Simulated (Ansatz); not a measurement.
YAl₃:
```yaml
crystal:
  lattice:
    - [6.31654, 0.00000, 0.00000]
    - [-3.15827, 5.47029, 0.00000]
    - [0.00000, 0.00000, 4.54198]
  atoms:
    - { symbol: Y, position: [0.33333, 0.66667, 0.75000] }
    - { symbol: Y, position: [0.66667, 0.33333, 0.25000] }
    - { symbol: Al, position: [0.14499, 0.28998, 0.25000] }
    - { symbol: Al, position: [0.85501, 0.71002, 0.75000] }
    - { symbol: Al, position: [0.85501, 0.14499, 0.75000] }
    - { symbol: Al, position: [0.14499, 0.85501, 0.25000] }
    - { symbol: Al, position: [0.71002, 0.85501, 0.25000] }
    - { symbol: Al, position: [0.28998, 0.14499, 0.75000] }
```

Relaxed with r²SCAN. Special points in fractions of this cell's reciprocal vectors: Γ (0.000, 0.000, 0.000); M (0.500, 0.000, 0.000); K (0.333, 0.333, 0.000); A (0.000, 0.000, 0.500); L (0.500, 0.000, 0.500); H (0.333, 0.333, 0.500).

### Question
List the band energies nearest the Fermi level at these points for the program Ansatz at the r²SCAN level (PAW).

### Answer
In eV from the Fermi level; about four levels below and three above (degenerate sets whole), none deeper than 8.9 eV; points with the same levels are listed once.

```csv
k,below,above
Γ,-3.17 -1.49 -0.39 -0.39,0.13 0.13 0.75 0.75
M,-1.50 -1.50 -1.25 -0.96 -0.91,1.59 1.98 2.03
K,-1.18 -1.18 -1.10 -1.10 -0.39,1.51 1.81 1.92 1.92
A,-2.29 -2.29 -2.29 -2.29,1.45 1.45 3.18 3.18
L,-1.34 -1.34 -0.23 -0.23,1.43 1.43 2.03 2.03
H,-1.50 -1.50 -0.52 -0.52,1.07 1.07 2.02 2.02
```

Space group P6_3/mmc. The workflow started from a Materials Project entry (that database holds measured and hypothetical structures alike); the Crystallography Open Database copy checked does not list it. Whether it is the stable phase at ambient conditions was not checked. The cell was relaxed with r²SCAN under the symmetry of its start; its stability against distortions is not shown here. No spin polarisation was allowed. Spin–orbit coupling is left out wherever it is not named.

Potentials: the later of the program's two PAW sets.
